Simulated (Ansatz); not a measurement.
A trial structure of FePdC₄N₄ was built thus: two interpenetrating cyanide-bridged diamond nets (P-43m, No. 215). The dimensions are guesses.

```cif
data_structure
_symmetry_space_group_name_H-M 'P 1'
_symmetry_Int_Tables_number 1
_cell_length_a 5.9329
_cell_length_b 5.9329
_cell_length_c 5.9329
_cell_angle_alpha 90.000
_cell_angle_beta 90.000
_cell_angle_gamma 90.000
_cell_volume 208.83
loop_
_atom_site_label
_atom_site_type_symbol
_atom_site_fract_x
_atom_site_fract_y
_atom_site_fract_z
_atom_site_occupancy
Fe1 Fe 0.00000 0.00000 0.00000 1
Pd1 Pd 0.50000 0.50000 0.50000 1
C1 C 0.18859 0.18859 0.18859 1
C2 C 0.18859 0.81141 0.81141 1
C3 C 0.81141 0.18859 0.81141 1
C4 C 0.81141 0.81141 0.18859 1
N1 N 0.30245 0.30245 0.30245 1
N2 N 0.30245 0.69755 0.69755 1
N3 N 0.69755 0.30245 0.69755 1
N4 N 0.69755 0.69755 0.30245 1
```

The calculation used DFT PBE, scalar-relativistic, plane waves, PAW in Ansatz. Cutoff 420 eV, Gaussian smearing, Γ-centred meshes. Cell and atoms relax on a converged mesh. In metals the finer mesh still leaves noise of several meV/atom or more. The steps can't lower the symmetry of their start. Collinear spin, starting moments Fe 4.0 μB.

A guess keeps its type if space group and coordination stay and the shape of the cell changes little (axis ratios within about 15 %, angles within 6°); the volume may change.

Q: Does this structure survive the relaxation?

A: It keeps its type. The symmetry stays P-43m (No. 215). The volume per atom grows by 4.5 %, from 20.9 to 21.8 Å³. The shortest distance stays 1.17 Å (C–N). Counting neighbours within 15 % of an atom's shortest distance, the start has C 1, Fe 4, N 1, Pd 4 and the end C 1, Fe 4, N 1, Pd 4.

The last run used collinear spin, a 6×6×6 mesh for its 10-atom cell and Gaussian smearing of 0.10 eV. Another magnetic order may lie lower. Symmetry constrained the relaxation, so the result can be a saddle point.
